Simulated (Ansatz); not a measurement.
Be:
```cif
data_Be2
_chemical_formula_sum 'Be2'
_space_group_name_H-M_alt 'P63/mmc'
_space_group_IT_number 194
_space_group_name_Hall '-P 6c 2c'
_cell_length_a 2.22630
_cell_length_b 2.22630
_cell_length_c 3.51646
_cell_angle_alpha 90.000
_cell_angle_beta 90.000
_cell_angle_gamma 120.000
loop_
_atom_site_label
_atom_site_type_symbol
_atom_site_symmetry_multiplicity
_atom_site_Wyckoff_symbol
_atom_site_fract_x
_atom_site_fract_y
_atom_site_fract_z
_atom_site_occupancy
Be1 Be 2 d 0.66667 0.33333 0.25000 1
```

Relaxed at zero pressure with the program Ansatz at the LDA level (PAW).

Task: The volume is raised by 6 % and shape and atoms relax at that volume. What pressure results, and how do the axes share the change?

Result: -6.9 GPa; a 2.1 %, b 2.1 %, c 1.8 %; the energy rises by 10 meV/atom.

Task: Give the new structure.

Result: 
Space group P6₃/mmc (No. 194); a = 2.272 Å, b = 2.272 Å, c = 3.579 Å, α = 90.00°, β = 90.00°, γ = 120.00°

```
atom  site  symmetry       x       y       z
----  ----  --------  ------  ------  ------
Be      2d      -6m2  0.6667  0.3333  0.2500
```

The phase is kept; no other phase was compared at this pressure.

Space group P6_3/mmc (hcp (Mg type)). The LDA relaxation kept the symmetry of its start. Axis ratios of metals converge slowly with the k-mesh, so a and c are less sure than the volume.

Potentials: the later of the program's two PAW sets.
